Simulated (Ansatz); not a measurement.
Structure search: one Zr₂Si₂C candidate

Level of theory: DFT PBE, scalar-relativistic, plane waves, PAW (Ansatz 0.2.0). Cutoff 420 eV, Gaussian smearing, Γ-centred meshes. Cell and atoms relax first on a coarse mesh and then on a finer one. In between, the cell is made exact in the group found at 0.06 Å. In metals the finer mesh still leaves noise of several meV/atom or more. The steps can't lower the symmetry of their start. No spin polarisation in the relaxation; trial moments died out in a coarse test.

The guess for Zr₂Si₂C was made by a generator: random cell by space group and Wyckoff sites (P-6m2, No. 187). Its size is a rough estimate.

```cif
data_structure
_symmetry_space_group_name_H-M 'P-6m2'
_symmetry_Int_Tables_number 187
_cell_length_a 3.4808
_cell_length_b 3.4808
_cell_length_c 8.2337
_cell_angle_alpha 90.000
_cell_angle_beta 90.000
_cell_angle_gamma 120.000
_cell_volume 86.40
loop_
_atom_site_label
_atom_site_type_symbol
_atom_site_symmetry_multiplicity
_atom_site_Wyckoff_symbol
_atom_site_fract_x
_atom_site_fract_y
_atom_site_fract_z
_atom_site_occupancy
Zr1 Zr 2 i 0.66667 0.33333 0.26160 1
Si1 Si 2 g 0.00000 0.00000 0.10203 1
C1 C 1 f 0.66667 0.33333 0.50000 1
```

Formation energies are uncorrected and refer to the elements' standard structures at the same level.

Task: Describe the relaxed structure.

Result: The symmetry stays P-6m2 (No. 187). The volume per atom grows by 46.5 %, from 17.3 to 25.3 Å³. The shortest distance goes from 1.68 Å (Si–Si) to 1.99 Å (Zr–C). The energy falls by about 1.3 eV/atom (the start's value is from the coarse mesh). Conventional cell: a = 4.043 Å, c = 8.945 Å. Zr has 1 C at 1.99 Å and 3 Si at 2.70 Å; around Si lie 1 Si at 2.24 Å and 3 Zr at 2.70 Å; C is surrounded by 2 Zr at 1.99 Å.

Space group P-6m2 (No. 187). a = 4.043 Å, b = 4.043 Å, c = 8.945 Å, α = 90.00°, β = 90.00°, γ = 120.00°
```csv
atom,site,symmetry,x,y,z
Zr,2i,3m.,0.6667,0.3333,0.2770
Si,2g,3m.,0.0000,0.0000,0.1252
C,1f,-6m2,0.6667,0.3333,0.5000
```

Task: How does it come out in energy, and is it a metal?

Result: The formation energy is +0.77 eV/atom. The gap on the 12×12×4 mesh of the 5-atom cell is 0 eV (a metal).

It can't be a ground state, since the elements alone are lower.

The last run used Gaussian smearing of 0.10 eV. The reference form of C is held partly by dispersion forces, which this level lacks. A structure relaxed within its symmetry needn't be a true minimum. In all, the 3 runs took 44 s on 1 thread of AMD EPYC 9R45 96-Core Processor (Zen 5), with other jobs on the host. Another cell of Zr2Si2C relaxed alike, in P-3m1, lies 1.45 eV/atom lower, so this cell isn't the stable form at this level.
